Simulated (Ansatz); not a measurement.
The start is a generated cell, Zr built in the dhcp structure type. The cell and all atomic positions are relaxed at zero pressure with PBE (plane waves to 420 eV, PAW, scalar-relativistic; Ansatz, a first-principles code). The first steps use a coarse 12×12×3 k-mesh.

Starting cell:
```
CELL_PARAMETERS angstrom
      3.21942     0.00000     0.00000
     -1.60971     2.78810     0.00000
      0.00000     0.00000    10.35851
ATOMIC_POSITIONS crystal
  Zr 0.00000 0.00000 0.00000
  Zr 0.00000 0.00000 0.50000
  Zr 0.33333 0.66667 0.25000
  Zr 0.66667 0.33333 0.75000
```

Problem. How much energy is released per atom?

Solution. Under 0.01 eV/atom.

Problem. How does the volume per atom move from start to end?

Solution. +0.7 %, from 23.24 to 23.41 Å³/atom.

Problem. How do the shortest distances between atoms change?

Solution. The closest pairs of elements (up to four, under 3.6 Å), start → end: Zr–Zr 3.19 → 3.20 Å.

Problem. Is the relaxed structure metallic? Give its gap.

Solution. No gap (metallic).

The space group stays P6₃/mmc (No. 194) (the run could not lower it); the end is AFLOW prototype A_hP4_194_ac (A3', as in La), with 4 atoms in the primitive cell. Final values are on a 17×17×5 k-mesh of the relaxed cell. No spin polarisation in the result.

The run could not lose the symmetry of its start: the end is stationary, and may be a saddle point rather than a minimum.

All atoms sit on sites fixed by symmetry, so only the cell could relax.

The relaxed structure here is a generated cell of Zr: the first start was made by placing the elements on the sites of a structure type, and the end was not matched to a known phase here, so it may be hypothetical. A known form of Zr has the same space group but another cell.
